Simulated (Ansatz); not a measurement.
Here is the system:

KF (rock salt, space group No. 225), a = b = c = 5.1625 Å, α = β = γ = 90.00°; the cell used has 2 atoms.

This is the LDA-relaxed structure.

### Question
All from the program Ansatz at the LDA level (PAW), unless another level is named. Estimate the highest zone-centre frequency (without LO–TO term).

### Answer
211 cm⁻¹.

### Question
And the Debye temperature from the elastic constants?

### Answer
353 K.

### Question
And the zero-point energy?

### Answer
33.1 meV/atom.

Space group Fm-3m (rock salt). The LDA relaxation kept the symmetry of its start.

Potentials: the earlier of the program's two PAW sets. The files were generated under PBE; for other functionals the program regenerates the frozen cores, and for LDA and PBEsol the local potential too.
